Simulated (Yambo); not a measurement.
## Excitons in Cl

```
Cl
1.0
    3.26421    -2.05747     0.00000
    3.26421     2.05747     0.00000
    0.00000     0.00000     8.40240
Cl
4
Direct
  0.88548   0.11452   0.60475
  0.11452   0.88548   0.39525
  0.61452   0.38548   0.10475
  0.38548   0.61452   0.89525
```

The geometry is that of Materials Project entry mp-22848, symmetrised and not relaxed again.

BSE in Yambo on norm-conserving LDA (Quantum ESPRESSO, 56 Ry, without SOC) bands: 6×6×4 mesh, 10 valence and 6 conduction bands, static screening with 55 bands and a 4 Ry block, scissor 2.79 eV, Tamm-Dancoff; field along x.

```csv
state,energy (eV),states within 2 meV,relative strength,class,main transitions
1,3.17,1,< 0.01,dark,several band pairs
2,3.22,1,0.01,dark,several band pairs
3,3.40,1,< 0.01,dark,several band pairs
4,3.51,1,< 0.01,dark,several band pairs
5,4.36,1,< 0.01,dark,VB → CB (83 %)
6,4.43,1,< 0.01,dark,VB → CB (68 %)
```

These are vertical excitations (zero momentum). The direct quasiparticle gap on this mesh is 4.87 eV; counted from there, state 1 is bound by 1.71 eV. Convergence with the mesh was not shown.

Spin singlets only. Strengths are relative to the strongest of the lowest states of this run; strong means a line over 3 % of the spectrum's maximum, dark under 0.03 %. Absolute energies carry the error of the G0W0 scissor, whose convergence isn't established; the long-wavelength screening was taken along (1,1,1) although the crystal is anisotropic.

The distance between layers or molecules is the database entry's, not relaxed here. Functionals without dispersion can leave it too large, which widens gaps and weakens the response across layers: the numbers belong to this cell.
